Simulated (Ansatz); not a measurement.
IrW (CsCl type, Pm-3m) at seven volumes, PBEsol in the plane-wave PAW code Ansatz, scaled uniformly. One row is withheld.

```
V (Å³/atom)  P (GPa)
-----------  -------
13.840         38.37
14.296             ?
14.752         10.74
15.208          0.00
15.665         -9.09
16.121        -16.78
16.577        -23.28
```

Task: Fit the shown pressures and predict the withheld one.

Result: Third-order Birch–Murnaghan: P = (3/2)B₀(x^(7/2) − x^(5/2))[1 + (3/4)(B′ − 4)(x − 1)] with x = (V₀/V)^(2/3). Least squares on the six rows gives V₀ = 15.208 Å³/atom, B₀ = 328.4 GPa, B′ = 4.54. At V = 14.296, x = 1.0421 and P = 23.38 GPa. The run itself gave 23.41 GPa.

The start of the workflow was typed in or built on a structure type; neither database checked (COD, Materials Project) lists it. COD files the formula under space group No. 51. Whether it is the stable phase at ambient conditions was not checked. The PBEsol relaxation kept the symmetry of its start. At this level the phase is dynamically unstable (imaginary phonons). The run is not spin-polarised. Its formation energy is positive at this level, so the cell may be metastable or incomplete. Spin–orbit coupling is left out wherever it is not named.

Potentials: the earlier of the program's two PAW sets. The files were generated under PBE; for other functionals the program regenerates the frozen cores, and for LDA and PBEsol the local potential too.
